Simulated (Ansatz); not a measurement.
Nb (bcc, W type), conventional cell a = 3.310 Å, b = 3.310 Å, c = 3.310 Å, α = 90.00°, β = 90.00°, γ = 90.00°. The calculation uses the primitive cell of 1 atom, to which meshes and values per cell refer.

The volume is varied about the relaxed value V₀ at fixed cell shape. Symmetry pins the atoms to their sites.

Method: PBE (plane waves to 420 eV, PAW, scalar-relativistic; Ansatz, an electronic-structure program). k mesh 20×20×20 (Γ-centred), Fermi-Dirac smearing 0.05 eV. Energies are smeared free energies. Nb is run without spin polarisation. Nb was relaxed with its symmetry unable to fall. ΔE is measured from the relaxed starting cell. The last digit holds for this mesh only.

```
V (Å³/atom)  ΔE (meV/atom)
-----------  -------------
16.314               113.6
16.676                70.2
17.039                38.1
17.401                16.4
17.764                 4.0
18.126                 0.0
18.489                 3.7
18.851                14.4
19.214                31.5
19.576                54.3
19.939                82.3
```

Question: What is the fitted pressure derivative B₀′?

Answer: 3.8.

Question: What bulk modulus B₀ follows from a third-order Birch-Murnaghan fit?

Answer: 170 GPa. Check by three points about V = 18.126 Å³/atom, step 0.725: d²E/dV² ≈ (16 − 2·0 + 14) meV / 0.725² = 0.0571 eV/Å⁶, and V·d²E/dV² × 160.2 = 166 GPa.

(Under strain, the slope of the energy per volume gives the stress and its curvature an elastic modulus.)
